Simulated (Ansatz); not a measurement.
The relaxed structure here is a generated cell of Cu: the first start was made by a random draw of sites in a space group, and the end was not matched to a known phase here, so it may be hypothetical. Known forms of Cu include space group No. 225.

One stationary structure of Cu. All values below come from r2SCAN (plane waves to 500 eV, PAW, scalar-relativistic; Ansatz, a quantum-chemistry and plane-wave program).

```
CELL_PARAMETERS angstrom
     -1.44907     1.44907     1.36722
      1.44907    -1.44907     1.36722
      1.44907     1.44907    -1.36722
ATOMIC_POSITIONS crystal
  Cu 0.00000 0.00000 0.00000
```

### Question
Determine the symmetry and give the standard cell with its independent sites.

### Answer
Space group I4/mmm (No. 139); a = b = 2.898 Å, c = 2.734 Å, α = β = γ = 90.00°

| atom | site | symmetry | x | y | z |
|---|---|---|---|---|---|
| Cu | 2a | 4/mmm | 0.0000 | 0.0000 | 0.0000 |

### Question
Give the shortest distances between elements (the closest pairs, up to four, under 3.6 Å).

### Answer
Cu–Cu 2.46 Å.

```json
{
 "volume_per_atom": "11.48 Å³",
 "band_gap": "zero (metallic)"
}
```

No spin polarisation in the result.

The run could not lose the symmetry of its start, so the end can be a saddle point.
